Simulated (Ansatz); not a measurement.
ZrTa:
```
CELL_PARAMETERS angstrom
      1.45548    -5.64870     0.00000
      1.45548     5.64870     0.00000
      0.00000     0.00000     4.86068
ATOMIC_POSITIONS crystal
  Zr 0.67889 0.32111 0.25000
  Ta 0.93564 0.06436 0.25000
  Zr 0.32111 0.67889 0.75000
  Ta 0.06436 0.93564 0.75000
```

Relaxed with PBEsol. Special points in fractions of this cell's reciprocal vectors: Γ (0.000, 0.000, 0.000); Y (-0.500, 0.500, 0.000); C0 (-0.267, 0.733, 0.000); Σ0 (0.267, 0.267, 0.000); Z (0.000, 0.000, 0.500); A0 (0.267, 0.267, 0.500); E0 (-0.267, 0.733, 0.500); T (-0.500, 0.500, 0.500); S (0.000, 0.500, 0.000); R (0.000, 0.500, 0.500).

Q: List the band energies nearest the Fermi level at these points for PBEsol (plane waves, PAW; program Ansatz).

A: In eV from the Fermi level; about four levels below and three above (degenerate sets whole), none deeper than 8.9 eV; points with the same levels are listed once.

```tsv
k	below	above
Γ	-1.90 -1.55 -1.17 -0.95	0.25 0.37 1.40
Y	-0.96 -0.24 -0.14 -0.07	0.29 0.35 1.31
C0	-2.19 -1.78 -1.56 -1.52	0.23 0.37 0.85
Z	-1.36 -1.36 -0.67 -0.67	0.00 0.00 1.36 1.36
A0	-2.02 -2.02 -0.56 -0.56	0.07 0.07 0.95 0.95
T	-1.14 -1.14 -0.36 -0.36	0.45 0.45 1.37 1.37
S	-2.35 -2.09 -1.93 -0.89	0.25 0.64 0.87
R	-1.83 -1.83 -0.75 -0.75	0.05 0.05 1.11 1.11
```

Space group Cmcm. The start of the workflow was typed in or built on a structure type; neither database checked (COD, Materials Project) lists it. Whether it is the stable phase at ambient conditions was not checked. The cell was relaxed with PBEsol under the symmetry of its start; its stability against distortions is not shown here. The run is not spin-polarised. Its formation energy is positive at this level, so the cell may be metastable or incomplete. Scalar-relativistic: spin–orbit coupling is off unless named, which matters more the heavier the elements.

Potentials: the earlier of the program's two PAW sets. The files were generated under PBE; for other functionals the program regenerates the frozen cores, and for LDA and PBEsol the local potential too.
